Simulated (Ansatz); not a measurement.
A geometry of P2Pd away from equilibrium: step 2 of the relaxation of a relaxed P2Pd cell, doubled along one cell vector, shaken by Gaussian noise of σ = 0.08 Å a coordinate. Level of theory: r2SCAN (plane waves to 500 eV, PAW, scalar-relativistic; Ansatz, a quantum-chemistry and plane-wave program). Γ-centred k-mesh 3×6×5 on the run's cell (coarser than for final values), Fermi–Dirac smearing 0.05 eV.

```
P2Pd
1.0
    6.93052    -5.93495     0.07186
    3.43374     2.93042     0.02072
   -3.05358     0.00363     5.01095
P Pd
8 4
Direct
  0.03338   0.30007   0.33214
  0.53070   0.29938   0.32829
  0.47102   0.69541   0.66625
  0.97108   0.68487   0.66641
  0.34509   0.93641   0.16824
  0.84355   0.93234   0.17394
  0.15229   0.05962   0.83060
  0.66465   0.07717   0.84930
  0.25394   0.98436   0.50214
  0.75109   0.00285   0.51002
  0.99851   0.50255   0.99719
  0.50331   0.50308   0.00372
```

**Question.** Give the Cartesian forces on all atoms (eV/Å).

**Answer.** 
```tsv
atom	Fx	Fy	Fz
P1	-0.24	0.13	0.16
P2	0.10	0.30	0.64
P3	0.27	-0.60	0.31
P4	0.09	0.19	-0.15
P5	-0.05	-0.02	-0.32
P6	0.56	-0.09	-0.24
P7	0.07	-0.30	0.39
P8	-0.82	0.17	-0.39
Pd9	0.25	0.82	-0.25
Pd10	0.19	-0.24	-0.31
Pd11	-0.42	-0.38	0.28
Pd12	0.00	0.03	-0.12
```

**Question.** What is the pressure?

**Answer.** -1.1 GPa, compression positive.

**Question.** How much energy per atom can still be gained by relaxing?

**Answer.** 0.01 eV/atom; the path ends in C2/c (No. 15).

No spin polarisation in the result.

The cell that was disturbed is our relaxation of an entry of Materials Project.
